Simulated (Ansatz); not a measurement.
A geometry of Pd away from equilibrium: the start of the relaxation of a randomly generated symmetric cell of Pd (space group No. 164). Computed with PBEsol (plane waves to 420 eV, PAW, scalar-relativistic; Ansatz, an electronic-structure program). Γ-centred k-mesh 8×8×13 on the run's cell (coarser than for final values), Fermi–Dirac smearing 0.05 eV.

```xyz
3
Lattice="4.6342 0.0000 0.0000 -2.3171 4.0133 0.0000 0.0000 0.0000 2.4160" Properties=species:S:1:pos:R:3 pbc="T T T"
Pd     0.0000     0.0000     1.2080
Pd     0.0000     2.6755     1.6586
Pd     2.3171     1.3378     0.7574
```

Predict the force on each atom, in eV/Å.


```json
[
 {"atom": "Pd1", "Fx": "0.00", "Fy": "0.00", "Fz": "0.00"},
 {"atom": "Pd2", "Fx": "0.00", "Fy": "0.00", "Fz": "0.48"},
 {"atom": "Pd3", "Fx": "0.00", "Fy": "0.00", "Fz": "-0.48"}
]
```

What is the pressure?

+7.5 GPa, compression positive.

How far above the relaxed end point is this geometry?

0.31 eV/atom; the path ends in Im-3m (No. 229) (bcc (W type)).

No spin polarisation in the result.

The run could not lose the symmetry of its start, so the end can be a saddle point.

The end of the path is a generated cell of Pd: the first start was made by a random draw of sites in a space group, and the end was not matched to a known phase here, so it may be hypothetical. Known forms of Pd include space group No. 225.
